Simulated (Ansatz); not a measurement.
Given:

TaSi2:
```
TaSi2
1.0
    4.77987     0.00000     0.00000
   -2.38993     4.13949     0.00000
    0.00000     0.00000     6.55386
Ta Si
3 6
Direct
  0.00000   0.50000   0.33333
  0.50000   0.00000   0.00000
  0.50000   0.50000   0.66667
  0.84182   0.68363   0.00000
  0.15818   0.84182   0.66667
  0.31637   0.15818   0.33333
  0.15818   0.31637   0.00000
  0.84182   0.15818   0.66667
  0.68363   0.84182   0.33333
```

This is the r²SCAN-relaxed structure.

Task: All from r²SCAN in the plane-wave PAW code Ansatz, unless another level is named. Predict the electronic character.

Result: metallic (no gap).

Task: Give the formation energy from the elements (no fitted shifts).

Result: -0.46 eV/atom.

Task: What about the density of states at the Fermi level?

Result: 0.32 states/eV per atom (mean over ±0.08 eV).

Space group P6_422. The workflow started from a Materials Project entry (that database holds measured and hypothetical structures alike); the Crystallography Open Database files this formula in space group No. 181, but the cells were not matched. Its standing as an ambient phase is unchecked. Symmetry was held in the r²SCAN relaxation; whether a distortion lowers the energy is not shown. No spin polarisation was allowed. The references are the lowest solids computed at this level, not always the standard phases. Spin–orbit coupling is left out wherever it is not named.

Potentials: the later of the program's two PAW sets.
